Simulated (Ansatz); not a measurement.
SnO2:
Space group P4₂/mnm (No. 136); a = 4.7202 Å, b = 4.7202 Å, c = 3.1887 Å, α = 90.00°, β = 90.00°, γ = 90.00°

| atom | site | symmetry | x | y | z |
|---|---|---|---|---|---|
| Sn | 2a | m.mm | 0.0000 | 0.0000 | 0.0000 |
| O | 4f | m.2m | 0.3061 | 0.3061 | 0.0000 |

Relaxed with LDA.

**Question.** Decompose the optical modes at the zone centre into irreducible representations, and say which are infrared and Raman allowed.

**Answer.** Point group 4/mmm: Γ_opt = A1g + A2g + A2u + B1g + 2B1u + B2g + Eg + 3Eu. Infrared: A2u, Eu. Raman: A1g, B1g, B2g, Eg.

**Question.** Assign frequencies (DFPT, LDA in the plane-wave PAW code Ansatz; without the LO–TO term).

**Answer.** B1g 104, B1u 146, Eu 224, Eu 280, A2g 349, A2u 459, Eg 466, B1u 558, Eu 595, A1g 626, B2g 755 cm⁻¹.

Subscripts of B labels follow the axes of the standard setting.

Space group P4_2/mnm (rutile). The LDA relaxation kept the symmetry of its start. Scalar-relativistic: spin–orbit coupling is off unless named, which matters more the heavier the elements.

Potentials: the earlier of the program's two PAW sets. The files were generated under PBE; for other functionals the program regenerates the frozen cores, and for LDA and PBEsol the local potential too.
